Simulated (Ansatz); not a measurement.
## Fields on a plane of ZnS (zinc blende)

```yaml
crystal:
  lattice:
    - [0.00000, 2.72172, 2.72172]
    - [2.72172, 0.00000, 2.72172]
    - [2.72172, 2.72172, 0.00000]
  atoms:
    - { symbol: S, position: [0.75000, 0.75000, 0.75000] }
    - { symbol: Zn, position: [0.00000, 0.00000, 0.00000] }
```

The slice is a {100} plane (indices of the conventional cell) through the point (0.750, 0.750, 0.750) (fractional), spanned by u = [100] and v = [0 1 -1] in vectors of this cell: u (3.85 Å) and v (3.85 Å, at 90° to u). It covers one period; positions are fractions (u, v).

Atoms on it: S at (0.00, 0.00).

Calculation: PBE (plane waves to 420 eV, PAW, scalar-relativistic; Ansatz, a quantum-chemistry and plane-wave program). k mesh 10×10×10. Near the nuclei the fields are pseudised (PAW); where an atom keeps semicore shells as valence, they peak there. ZnS was relaxed with its symmetry unable to fall.

```
|#%@@@@@@%%##*****##%%@@@@@@%|
|@@@@@@@%%###*****###%%@@@@@@|
|@@@@@@@%%##*******##%%@@@@@@|
|@@@@@@%%###*******###%%@@@@@|
|@@@@@%%%##***+++***##%%%@@@@|
|@@@@%%%##***+++++***##%%%@@@|
|@@%%%%##***+++++++***##%%%%@|
|%%%%###***+++++++++***###%%%|
|%%####***+++=====+++***####%|
|#####***+++=======+++***####|
|###****+++=========+++****##|
|******+++=====-=====+++*****|
|*****++++====---====++++****|
|*****++++===-----===++++****|
|*****++++====---====++++****|
|******+++=====-=====+++*****|
|###****+++=========+++****##|
|#####***+++=======+++***####|
|%%####***+++=====+++***####%|
|%%%%###***+++++++++***###%%%|
|@@%%%%##***+++++++***##%%%%@|
|@@@@%%%##***+++++***##%%%@@@|
|@@@@@%%%##***+++***##%%%@@@@|
|@@@@@@%%###*******###%%@@@@@|
|@@@@@@@%%##*******##%%@@@@@@|
|@@@@@@@%%###*****###%%@@@@@@|
|#%@@@@@@%%##*****##%%@@@@@@%|
| #@@@@@@%%##*****##%%@@@@@@#|
```
Scale: ten equal steps from -3.00 (start of ' ') to 0.06 (end of '@'), in the order ' .:-=+*#%@'. Values: log₁₀ of the valence density in e/Å³. The map has 28 points along u (one character each, u = 0 at the left) and 28 along v (v = 0 in the bottom row). The scale is logarithmic, as a density can span decades between atoms and voids; values under 0.001 e/Å³ are set to 0.001.

```
|xxxx899987532111235789998xxx|
|xxxx999987532111235789999xxx|
|xxx89999864311111346899998xx|
|8899999876421111124678999998|
|9999999875321111123578999999|
|9999998764211000112467899999|
|9999887653210000012356788999|
|9888776532100000001235677888|
|7776654321100000001123456677|
|5554432211000000000112234455|
|3333221100000000000001122333|
|2221111000000000000000111122|
|1111110000000000000000011111|
|1111110000000000000000011111|
|1111110000000000000000011111|
|2221111000000000000000111122|
|3333221100000000000001122333|
|5554432211000000000112234455|
|7776654321100000001123456677|
|9888776532100000001235677888|
|9999887653210000012356788999|
|9999998764211000112467899999|
|9999999875321111123578999999|
|8899999876421111124678999998|
|xxx89999864311111346899998xx|
|xxxx999987532111235789999xxx|
|xxxx899987532111235789998xxx|
|xxxx899997532111235799998xxx|
```
Scale: ten equal steps from 0.01 (start of '0') to 0.86 (end of '9'), in the order '0123456789'. Values: electron localisation function (ELF). The map has 28 points along u (one character each, u = 0 at the left) and 28 along v (v = 0 in the bottom row). Points within 0.5 Å of a nucleus are blanked (x), as the pseudised field means little there.
